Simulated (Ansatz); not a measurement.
Property card for F

F:
```
F
1.0
    2.54604     1.45023     0.00000
   -2.54604     1.45023     0.00000
   -2.23208     0.00000     6.32283
F
4
Direct
  0.50666   0.49334   0.39781
  0.49334   0.50666   0.60219
  0.09795   0.90205   0.10213
  0.90205   0.09795   0.89787
```

Space group C2/m (No. 12); conventional cell a = 5.092 Å, b = 2.900 Å, c = 6.705 Å, α = γ = 90.00°, β = 109.44°.

Method: DFT-LDA in the program Ansatz with PAW potentials. Geometry: relaxed at this level of theory. Other levels are named where they apply.

Cell and energy:

- Volume per atom: 11.67 Å³
- Density: 2.70 g/cm³

Electronic structure:

- Band gap = 2.31 eV (indirect)
- Valence-band maximum = at Y2 (k = 0.495, -0.495, 0.005)
- Conduction-band minimum = at Γ
- Smallest direct gap on the standard path = 2.48 eV

The first step of the workflow began from a Materials Project structure, measured or hypothetical; the Crystallography Open Database files this formula in space group No. 12, but the cells were not matched. It is not the usual solid phase (space group No. 15). The cell was relaxed with LDA under the symmetry of its start; its stability against distortions is not shown here. The substance is a gas or liquid at ambient conditions. A crystal of weakly bound molecules computed without a dispersion correction: the cell and the soft elastic constants depend strongly on that.

Potentials: the later of the program's two PAW sets.
